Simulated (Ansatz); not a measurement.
Tl:
```
Tl
1.0
    0.00000     3.47303     3.47303
    3.47303     0.00000     3.47303
    3.47303     3.47303     0.00000
Tl
2
Direct
  0.00000   0.00000   0.00000
  0.25000   0.25000   0.25000
```

This is the r²SCAN-relaxed structure.

All from r²SCAN in the plane-wave PAW code Ansatz, unless another level is named. Estimate the density of states at the Fermi level.

0.82 states/eV per atom (mean over ±0.08 eV).

And the gap with spin–orbit coupling?

none (metallic).

Space group Fd-3m (diamond). The start of the workflow was typed in or built on a structure type; neither database checked (COD, Materials Project) lists it. It is not the phase usual at ambient conditions (space group No. 194). The r²SCAN relaxation kept the symmetry of its start. At this level the phase is mechanically unstable. Spin–orbit coupling is left out wherever it is not named.

Potentials: the later of the program's two PAW sets.
